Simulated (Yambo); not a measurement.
RbCdF₃ (cubic perovskite, space group Pm-3m, No. 221), G0W0@LDA in Yambo with this input:

```
rim_cut
gw0
dyson
el_el_corr
HF_and_locXC
ppa
em1d
RandQpts= 1000000
RandGvec= 1 Ry
EXXRLvcs= 102 Ry
VXCRLvcs= 408 Ry
Chimod= "HARTREE"
% BndsRnXp
 5 | 132 |
%
NGsBlkXp= 7 Ry
% LongDrXp
 1.0 | 1.0 | 1.0 |
%
PPAPntXp= 27.2114 eV
% GbndRnge
 1 | 132 |
%
GTermKind= "BG"
DysSolver= "n"
ExtendOut
```

On a 4×4×4 mesh, with wavefunctions cut at 102 Ry, the gap (R → Γ) is 6.362 eV and the valence edge shifts by -1.853 eV.

**Question.** What happens with this change: 2 Ry block?

**Answer.** The gap rises by 0.782 eV, to 7.144 eV; the shift of the valence edge becomes -2.606 eV. Neither run is shown to be the converged limit.

Spin-orbit coupling is not included.

Geometry of the Materials Project entry, not relaxed at this level; primitive cell a = 4.4250 Å, b = 4.4250 Å, c = 4.4250 Å, α = 90.00°, β = 90.00°, γ = 90.00°.

The structure is a Materials Project entry; no match was found in the copy of COD used, and its stability was not checked.

A shift is the quasiparticle energy of the state minus its LDA energy.
